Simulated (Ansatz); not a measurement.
Data sheet: TaAg (DFT)

TaAg:
```cif
data_Ag4Ta4
_chemical_formula_sum 'Ta4 Ag4'
_space_group_name_H-M_alt 'Cmcm'
_space_group_IT_number 63
_space_group_name_Hall '-C 2c 2'
_cell_length_a 2.67759
_cell_length_b 11.31286
_cell_length_c 4.50079
_cell_angle_alpha 90.000
_cell_angle_beta 90.000
_cell_angle_gamma 90.000
loop_
_space_group_symop_operation_xyz
  'x, y, z'
  '-x, -y, -z'
  '-x, -y, z+1/2'
  'x, y, -z+1/2'
  'x, -y, -z'
  '-x, y, z'
  '-x, y, -z+1/2'
  'x, -y, z+1/2'
  'x+1/2, y+1/2, z'
  '-x+1/2, -y+1/2, -z'
  '-x+1/2, -y+1/2, z+1/2'
  'x+1/2, y+1/2, -z+1/2'
  'x+1/2, -y+1/2, -z'
  '-x+1/2, y+1/2, z'
  '-x+1/2, y+1/2, -z+1/2'
  'x+1/2, -y+1/2, z+1/2'
loop_
_atom_site_label
_atom_site_type_symbol
_atom_site_symmetry_multiplicity
_atom_site_Wyckoff_symbol
_atom_site_fract_x
_atom_site_fract_y
_atom_site_fract_z
_atom_site_occupancy
Ta1 Ta 4 c 0.00000 0.31940 0.25000 1
Ag1 Ag 4 c 0.00000 0.06411 0.25000 1
```
(The calculation used a cell of 4 atoms; values per cell refer to that cell.)

Space group Cmcm (No. 63); conventional cell a = 2.6776 Å, b = 11.3129 Å, c = 4.5008 Å, α = β = γ = 90.00°.

Method: PBEsol in the plane-wave PAW code Ansatz. Geometry: relaxed at this level of theory. Other levels are named where they apply.

### Cell and energy

```
Item                                                          Value
-----------------------------------------------------  ------------
Volume per atom                                            17.04 Å³
Density                                                 14.07 g/cm³
Formation energy from the elements (no fitted shifts)  0.28 eV/atom
```

### Electronic structure

```
Quantity                                                                    Result
------------------------------------  --------------------------------------------
Electronic character                                             metallic (no gap)
Density of states at the Fermi level  0.52 states/eV per atom (mean over ±0.08 eV)
```

### Mechanics

```
Item                                 Result
----------------------------------  -------
Bulk modulus (Birch–Murnaghan fit)  168 GPa
Pressure derivative B′                  5.1
```

### Phonons

```
Property                                       Result
-----------------------------  ----------------------
Highest zone-centre frequency                209 cm⁻¹
Zone-centre stability          no imaginary mode at Γ
```

The start of the workflow was typed in or built on a structure type; neither database checked (COD, Materials Project) lists it. Its standing as an ambient phase is unchecked. The PBEsol relaxation kept the symmetry of its start. No spin polarisation was allowed. Its formation energy is positive at this level, so the cell may be metastable or incomplete. As this level gives no gap, phonon frequencies hold no LO–TO term and depend on the k-mesh and smearing (Fermi–Dirac, 0.1 eV here). Axis ratios of metals converge slowly with the k-mesh, so a and c are less sure than the volume. The references are the lowest solids computed at this level, not always the standard phases. Spin–orbit coupling is left out wherever it is not named.

Potentials: the later of the program's two PAW sets.
